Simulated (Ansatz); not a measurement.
Values for one crystal, relaxed and computed with LDA (plane waves, PAW; program Ansatz); other levels are named.

| Item | Value |
|---|---|
| Volume per atom | 9.14 Å³ |
| Band gap | 3.68 eV (indirect) |
| Smallest direct gap on the standard path | 4.02 eV |
| Electronic dielectric constant ε∞ (DFPT) | 4.74 (xx = yy), 2.56 (zz) |
| Hole effective mass | 0.60, 2.6, 5.5 mₑ (principal values) |
| Zone-centre stability | unstable, softest mode 30i cm⁻¹ |
| Formation energy from the elements (no fitted shifts) | -1.46 eV/atom |

### Question
Pick the material that matches.
A. BN, P6_3/mmc (B on 4f, N on 4f)
B. WS2, P6_3/mmc (W on 2c, S on 4f)
C. AlN, wurtzite
D. FeB2, Pnma (Fe on 4c, B on 8d)

### Answer
A, BN, P6_3/mmc (B on 4f, N on 4f)

A made-up cell: these elements were put on the sites of a structure type. Its sites differ from those of the usual phase in this space group: another stacking or structure type. The LDA relaxation kept the symmetry of its start; phonons on a q-mesh show weakly imaginary modes. The volume moved by 53 % from the start of the relaxation. A crystal of weakly bound layers computed without a dispersion correction: the cell and the soft elastic constants depend strongly on that. The references are the lowest solids computed at this level, not always the standard phases (solids in place of the gases).

Potentials: the later of the program's two PAW sets.
